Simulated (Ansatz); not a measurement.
# Rh$_{4}$Se$_{3}$O$_{4}$ in Ansatz, relaxation

Run with:

```bash
ansatz run input.yaml --threads 2 --pin off --max-ram 3584MiB --backend cpu --events-out ev --progress --plain --runs-dir out
```

The input file (Ansatz 0.2.0, plane waves):

```yaml
crystal:
  lattice:
    - [-7.63458, 0.0, 0.0]
    - [0.0, -3.630185, 0.0]
    - [0.0, 1.815092, 5.8146]
  atoms:
    - { symbol: Rh, position: [0.0, 0.0, 0.0] }
    - { symbol: Rh, position: [0.5, 0.01879, 0.03758] }
    - { symbol: Rh, position: [0.76387, 0.68561, 0.37122] }
    - { symbol: Rh, position: [0.23613, 0.68561, 0.37122] }
    - { symbol: Se, position: [0.64453, 0.35772, 0.71544] }
    - { symbol: Se, position: [0.35547, 0.35772, 0.71544] }
    - { symbol: Se, position: [0.0, 0.31172, 0.62344] }
    - { symbol: O, position: [0.7554, 0.0877, 0.1754] }
    - { symbol: O, position: [0.2446, 0.0877, 0.1754] }
    - { symbol: O, position: [0.0, 0.5861, 0.1722] }
    - { symbol: O, position: [0.5, 0.6179, 0.2358] }
  symmetry: { tolerance: 0.0003 }
kpoints:
  mp_grid: { grid: [3, 5, 5], shift: [0, 0, 0] }
magnetization:
  spin_polarized: false
scf:
  occupations: { method: cold, width: 0.0231 }
  lower_state_search: "off"
hamiltonian:
  pseudopotentials: { kind: paw }
  xc: pbe
basis:
  ecutwfc: 420
  fft_grid_basis: typed
relax:
  max_steps: 80
  cell: { p_target: 0.0 }
output:
  forces: true
  stress: true
  eigenvalues: true
  populations: true
  elf: true
  write_potential: true
  volumetric_format: npy
  dos:
    e_range: [-12, 8]
    de: 0.05
    projected: { site_lists: { O: [O], Rh: [Rh], Se: [Se] } }
  write_density: true
  bader: false
checkpoint:
  read: saved_state
```

Origin of the cell: a known structure type with other elements, at an estimated volume, so it need not be a known compound.

The saved state is a converged single point of the same cell.

Steps («new basis» is an SCF on plane waves selected anew at the same cell):

```tsv
step	ΔF (meV/atom)	max force component (eV/Å)	P (GPa)	volume (Å³)	SCF iterations	step was
1	0.0	2.584	-1.22	161.15	8	accepted
2	-118.0	1.277	1.29	151.38	9	accepted
3	-184.3	1.254	3.32	148.04	9	accepted
4	-238.5	0.982	-0.44	152.65	8	accepted
5	-301.2	0.751	-1.42	156.18	8	accepted
6	-361.1	0.587	0.04	158.75	11	accepted
7	-374.8	0.529	1.53	161.14	11	accepted
8	-375.4	0.384	-0.61	165.44	9	accepted
9	-376.8	0.158	0.21	165.03	10	accepted
10	-377.3	0.048	-0.21	165.62	9	accepted
11	-377.4	0.049	0.13	165.23	8	accepted
12	-377.4	0.008	0.00	165.37	8	accepted
13	-380.0	0.010	0.24	165.37	10	new basis
14	-380.0	0.018	0.08	166.19	7	accepted
15	-380.0	0.022	-0.02	166.55	9	accepted
16	-380.0	0.004	-0.01	166.61	7	accepted
17	-380.3	0.004	0.00	166.61	8	new basis
```

The starting structure.

Space group Amm2 (No. 38); the run's cell has a = 7.635 Å, b = 3.630 Å, c = 6.091 Å, α = 107.34°, β = 90.00°, γ = 90.00°. Shortest distances: O–Rh 2.07 Å, Se–Se 2.21 Å, O–O 2.60 Å, Rh–Se 2.83 Å, O–Se 3.19 Å, Rh–Rh 3.33 Å.

The relaxed structure.

Space group Amm2 (No. 38); the run's cell has a = 8.024 Å, b = 3.408 Å, c = 6.327 Å, α = 105.62°, β = 90.00°, γ = 90.00°. Shortest distances: O–Rh 2.03 Å, Rh–Se 2.34 Å, Se–Se 2.70 Å, O–O 2.73 Å, O–Se 3.04 Å, Rh–Rh 3.18 Å.

```yaml
crystal:
  lattice:
    - [-8.02424, 0.00000, 0.00000]
    - [0.00000, -3.40780, 0.00000]
    - [0.00000, 1.70390, 6.09288]
  atoms:
    - { symbol: Rh, position: [0.00000, 0.02840, 0.05681] }
    - { symbol: Rh, position: [0.50000, 0.02173, 0.04345] }
    - { symbol: Rh, position: [0.74111, 0.67411, 0.34823] }
    - { symbol: Rh, position: [0.25889, 0.67411, 0.34823] }
    - { symbol: Se, position: [0.69236, 0.30710, 0.61420] }
    - { symbol: Se, position: [0.30764, 0.30710, 0.61420] }
    - { symbol: Se, position: [0.00000, 0.39625, 0.79251] }
    - { symbol: O, position: [0.75223, 0.06057, 0.12114] }
    - { symbol: O, position: [0.24777, 0.06057, 0.12114] }
    - { symbol: O, position: [0.00000, 0.65165, 0.30331] }
    - { symbol: O, position: [0.50000, 0.61496, 0.22993] }
```

| Property | Result |
| --- | --- |
| Free energy lowered by | 380.3 meV/atom |
| Volume change | 3.39 % |
| Final pressure | 0.00 GPa |
| Relaxation steps listed | 17 |
| Formation energy (elements under the same functional, gases as molecules, uncorrected) | -0.335 eV/atom |

Caveats: no moments, though an odd count or open d shells may carry them; the k mesh is coarse if the cell is a metal; the relaxation held the start's symmetry, so the end may be a saddle point.

It ran for 400 s of wall time on 2 CPU thread(s) of a shared host, from a saved density.
